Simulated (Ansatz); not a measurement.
Ta$_{2}$Se:
```yaml
crystal:
  lattice:
    - [3.33478, 0.00000, 0.00000]
    - [0.00000, 3.33478, 0.00000]
    - [0.00000, 0.00000, 9.68390]
  atoms:
    - { symbol: Ta, position: [0.50000, 0.00000, 0.75602] }
    - { symbol: Ta, position: [0.00000, 0.50000, 0.24398] }
    - { symbol: Ta, position: [0.00000, 0.50000, 0.92331] }
    - { symbol: Ta, position: [0.50000, 0.00000, 0.07669] }
    - { symbol: Se, position: [0.00000, 0.50000, 0.63340] }
    - { symbol: Se, position: [0.50000, 0.00000, 0.36660] }
```

Relaxed with LDA. Special points in fractions of this cell's reciprocal vectors: Γ (0.000, 0.000, 0.000); X (0.000, 0.500, 0.000); M (0.500, 0.500, 0.000); Z (0.000, 0.000, 0.500); R (0.000, 0.500, 0.500); A (0.500, 0.500, 0.500).

Task: List the band energies nearest the Fermi level at these points for DFT-LDA in the program Ansatz with PAW potentials.

Result: In eV from the Fermi level; about four levels below and three above (degenerate sets whole), none deeper than 8.9 eV; points with the same levels are listed once.

```csv
k,below,above
Γ,-2.61 -2.61 -1.37 -0.24,0.16 0.16 0.38 0.38
X,-1.51 -1.51 -1.14 -1.14,0.62 0.62 1.28 1.28
M,-1.96 -1.96 -0.26 -0.26,1.33 1.33 2.82 2.82
Z,-2.62 -2.62 -1.32 -0.23,0.16 0.16 0.36 0.36
R,-1.56 -1.56 -1.02 -1.02,0.81 0.81 1.54 1.54
A,-1.95 -1.95 -0.22 -0.22,0.76 0.76 2.88 2.88
```

Space group P4/nmm. The workflow started from a Materials Project entry (that database holds measured and hypothetical structures alike); the Crystallography Open Database files this formula in space group No. 129, but the cells were not matched. Its standing as an ambient phase is unchecked. Symmetry was held in the LDA relaxation; its stability against distortions is not shown here. The run is not spin-polarised. A crystal of weakly bound layers computed without a dispersion correction: the cell and the soft elastic constants depend strongly on that. Spin–orbit coupling is left out wherever it is not named.

Potentials: the later of the program's two PAW sets.
